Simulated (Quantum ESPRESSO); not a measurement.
## ZnGa2F8 (a curve over strain)

Simulated, not a measurement. The program is pw.x of Quantum ESPRESSO 7.5 (plane-wave density functional theory). The cell is made up: 11 atoms on a rutile lattice with one site empty, with randomly drawn elements, strain and displacements, not relaxed. PseudoDojo standard norm-conserving files (v0.5 for PBE, v0.4.1 for LDA and PBEsol) set the functional; there is no spin polarisation, spin-orbit coupling or dispersion term, and the masses in the input are unused placeholders.

Seven runs add a strain to one cell (the same along x and y); the atoms follow the cell and are not relaxed. Stress in the table is positive in tension.

Input of the run at -0.0027:

```
&control calculation='scf', pseudo_dir='./dojo.nc.sr.pbe.v0_5.standard.upf', outdir='./o', disk_io='medium', tprnfor=.true., tstress=.true. /
&system ibrav=0, nat=11, ntyp=3, nbnd=57, ecutwfc=84.00895049, nosym=.true., tot_charge=0,
 occupations='smearing', smearing='fd', degauss=0.0018374661
/
&electrons conv_thr=7.350e-09, electron_maxstep=60, /
ATOMIC_SPECIES
F 1.0 F.upf
Ga 1.0 Ga.upf
Zn 1.0 Zn.upf
CELL_PARAMETERS angstrom
4.7998 0.0 0.0
0.0 4.7998 0.0
0.0 0.0 6.3609
ATOMIC_POSITIONS angstrom
Zn 0.0841 -0.0351 -0.0995
Ga 2.4293 2.4184 1.5595
Ga 0.0012 -0.0467 3.1967
F 1.4672 1.4656 -0.0279
F 3.3224 3.3671 -0.01
F 3.8802 0.9924 1.567
F 0.9284 3.8089 1.5413
F 1.4833 1.4687 3.2131
F 3.249 3.3748 3.2018
F 3.8446 0.9825 4.7574
F 0.8533 3.8794 4.7614
K_POINTS automatic
5 5 4 1 1 1
```

| added strain | free energy less that of the input shown (eV) | stress xx (GPa) | stress yy (GPa) | stress zz (GPa) | stress xy (GPa) | pressure (GPa) | next band up at Gamma (eV) | iterations |
| --- | --- | --- | --- | --- | --- | --- | --- | --- |
| -0.0206 | -0.2347 | 5.73 | 5.88 | 14.51 | 3.79 | -8.71 | 2.218 | 11 |
| -0.0172 | -0.1976 | 6.30 | 6.45 | 14.79 | 3.79 | -9.18 | 2.206 | 11 |
| -0.0137 | -0.1555 | 6.86 | 7.03 | 15.06 | 3.79 | -9.65 | 2.193 | 11 |
| -0.0027 | 0.0000 | 8.47 | 8.66 | 15.83 | 3.76 | -10.99 | 2.149 | 12 |
| +0.0066 | 0.1574 | 9.68 | 9.89 | 16.39 | 3.73 | -11.99 | 2.105 | 12 |
| +0.0187 | 0.3934 | 11.05 | 11.30 | 16.98 | 3.66 | -13.11 | 2.032 | 12 |
| +0.0215 | 0.4531 | 11.34 | 11.60 | 17.10 | 3.64 | -13.34 | 2.014 | 12 |

A cubic fit gives a slope of stress xx against the added strain of 133 GPa at zero added strain, with the atoms clamped. Across the table the free energy follows the integral of the stress to within 1.7 meV. A rerun of one of the cells at 1437 eV and a 7 x 7 x 6 mesh moved values by no more than 0.004 eV in energy, 0.02 GPa in stress and 0.002 eV/Å in force. The band column is the level of band 52 at Gamma less that of band 51, whose number is half the electron count, rounded up; it comes from a band step after each run.